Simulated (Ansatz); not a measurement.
The computed numbers are results of PBEsol, scalar-relativistic (collinear spin) in the plane-wave PAW code Ansatz at 420 eV, 10×10×6 k-mesh, Gaussian smearing of 0.05 eV. The datasets are Ansatz's generated set soft_2.

The calculation on XS, where X is one element, gave:

- Space group: P6_3/mmc (No. 194)
- Conventional cell: a = 3.534 Å, b = 3.534 Å, c = 5.346 Å, α = 90.00°, β = 90.00°, γ = 120.00°
- Volume: 14.46 Å³/atom
- Band gap: zero (metallic)
- Density of states at the Fermi level: 0.55 states/(eV·atom)
- Magnetic state: non-magnetic (the starting moments died out)
- Site spin moments: none
- Formation energy from the elements (0 K, uncorrected): 0.32 eV/atom (unstable against the elements)

Sites: X on 2a, S on 2c.

Q: Which element is X?
A. W
B. Ir
C. Os
D. Re

A: D. X is Re, so the compound is ReS.

The structure was built from a prototype; whether the compound forms in it isn't claimed.

For elements this heavy, spin–orbit coupling would shift levels and gaps; it isn't included here. The starting moments died out; a magnetic state reached from other starts isn't excluded.
